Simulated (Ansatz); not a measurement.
CsPbCl₃:
```
CELL_PARAMETERS angstrom
      4.00995     2.31515     3.27498
     -4.00995     2.31515     3.27498
      0.00000    -4.63029     3.27498
ATOMIC_POSITIONS crystal
  Cs 0.50000 0.50000 0.50000
  Pb 0.00000 0.00000 0.00000
  Cl 0.50000 0.99994 0.00006
  Cl 0.00006 0.50000 0.99994
  Cl 0.99994 0.00006 0.50000
```

Relaxed with r²SCAN. The program Ansatz at the r²SCAN level (PAW) gives a gap of 2.45 eV.

Question: What gap does HSE06 give on the same cell (Ansatz, PAW)?

Answer: 2.75 eV, 0.29 eV more. The hybrid was solved on a coarser mesh and at special points; its gap is the smallest among all of these.

```json
[
 {"k": "Γ", "v1 r²SCAN": "-2.47", "c1 r²SCAN": "3.98", "v1 HSE06": "?", "c1 HSE06": "?"},
 {"k": "L", "v1 r²SCAN": "-1.66", "c1 r²SCAN": "3.49", "v1 HSE06": "?", "c1 HSE06": "?"},
 {"k": "F", "v1 r²SCAN": "-0.80", "c1 r²SCAN": "3.01", "v1 HSE06": "?", "c1 HSE06": "?"},
 {"k": "T", "v1 r²SCAN": "0.00", "c1 r²SCAN": "2.45", "v1 HSE06": "0.00", "c1 HSE06": "2.75"}
]
```

Question: Top valence (v1) and lowest conduction level (c1) in eV from each method's valence maximum (which need not be a listed point): supply the withheld HSE06 values.

Answer: 
- Γ, v1 HSE06: -2.86
- Γ, c1 HSE06: 4.22
- F, v1 HSE06: -0.88
- F, c1 HSE06: 3.32
- L, v1 HSE06: -1.84
- L, c1 HSE06: 3.81

Cost on shared cores: the r²SCAN run (SCF on a 5×5×5 mesh, then bands and DOS) around 5 core-minutes (rough), the HSE06 run (SCF on 3×3×3, then a few points) about 8 core-minutes (a rough figure); the tasks are unlike.

Space group Pm-3m (cubic perovskite). This is a known high-temperature phase of the composition, computed here at zero pressure and temperature. The cell was relaxed with r²SCAN under the symmetry of its start; whether a distortion lowers the energy is not shown. Point labels and valley counts follow the cell and symmetry of the run, lower than the named group. Scalar-relativistic: spin–orbit coupling is off unless named, which matters more the heavier the elements.

Potentials: the later of the program's two PAW sets.
